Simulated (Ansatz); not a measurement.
## 4 guesses for B₂Ru₃ and where they end

The calculation used DFT PBE, scalar-relativistic, plane waves, PAW in Ansatz. All cells share a 420 eV cutoff and Γ-centred k meshes spaced at most about 0.3 Å⁻¹ (about 0.25 or finer for metals, 2π included). Collinear spin in cells that started with moments and kept them past the coarse steps, no spin elsewhere.

Each guess was relaxed in cell and atoms at zero pressure, within the symmetry of its start. These are static total energies at zero pressure. Coordination counts B atoms around Ru (those within 1.25 times the shortest such distance or 1.15 times the sum of covalent radii; a plus sign parts nearer from farther groups; the shortest distance is added where it exceeds 1.18 times the sum of covalent radii; a slash parts the counts of unlike sites).

| guess | made from | start group | V start (Å³/atom) | end group | V end (Å³/atom) | coordination at the end | gap on mesh (eV) | E over the lowest end (meV/atom) |
| --- | --- | --- | --- | --- | --- | --- | --- | --- |
| 1 | random cell | P4/mmm | 10.8 | P4/mmm | 13.3 | Ru 4/8+8 from 3.4 Å | 0 | 994 |
| 2 | Mg3As2 type | Pn-3m | 12.8 | ? | ? | ? | ? | ? |
| 3 | random cell | P4mm | 12.0 | P4/mmm | 13.3 | Ru 2/4 | 0 | 603 |
| 4 | Ga3Ni2 type | P-3m1 | 9.9 | P-3m1 | 11.1 | Ru 3/6 | 0 | 0 |

Guess 2 as it starts:

```cif
data_structure
_symmetry_space_group_name_H-M 'P 1'
_symmetry_Int_Tables_number 1
_cell_length_a 5.0358
_cell_length_b 5.0358
_cell_length_c 5.0358
_cell_angle_alpha 90.000
_cell_angle_beta 90.000
_cell_angle_gamma 90.000
_cell_volume 127.71
loop_
_atom_site_label
_atom_site_type_symbol
_atom_site_fract_x
_atom_site_fract_y
_atom_site_fract_z
_atom_site_occupancy
B1 B 0.25000 0.25000 0.25000 1
B2 B 0.25000 0.75000 0.75000 1
B3 B 0.75000 0.75000 0.25000 1
B4 B 0.75000 0.25000 0.75000 1
Ru1 Ru 0.00000 0.50000 0.50000 1
Ru2 Ru 0.00000 0.50000 0.00000 1
Ru3 Ru 0.50000 0.00000 0.50000 1
Ru4 Ru 0.00000 0.00000 0.50000 1
Ru5 Ru 0.50000 0.00000 0.00000 1
Ru6 Ru 0.50000 0.50000 0.00000 1
```

Problem. Fill in the missing row: what does this guess relax into, and where does it rank?

Solution. It ends in space group Pn-3m (No. 224), with a = 5.100 Å, 13.3 Å³/atom and no gap. It lies 0.48 eV/atom over the lowest end, above guess 4 and below guess 3. Counting B atoms around Ru, this end has Ru 4 and the lowest (guess 4) has Ru 3/6.

```cif
data_structure
_symmetry_space_group_name_H-M 'Pn-3m:1'
_symmetry_Int_Tables_number 224
_cell_length_a 5.1003
_cell_length_b 5.1003
_cell_length_c 5.1003
_cell_angle_alpha 90.000
_cell_angle_beta 90.000
_cell_angle_gamma 90.000
_cell_volume 132.68
loop_
_atom_site_label
_atom_site_type_symbol
_atom_site_symmetry_multiplicity
_atom_site_Wyckoff_symbol
_atom_site_fract_x
_atom_site_fract_y
_atom_site_fract_z
_atom_site_occupancy
B1 B 4 b 0.25000 0.25000 0.25000 1
Ru1 Ru 6 d 0.00000 0.50000 0.50000 1
```

The zero of energy is the elements' standard structures at the same level; no fitted shifts are applied.

Problem. Is the lowest end bound against the elements?

Solution. Too close to call: its formation energy is 0.00 eV/atom. The formation energy is too near zero to say whether this cell lies below the elements.

Cells relaxed within their symmetry can be saddle points. A lower structure may well exist outside this small set. Some types were kept out of the candidates beforehand, so the set may lack a known form.
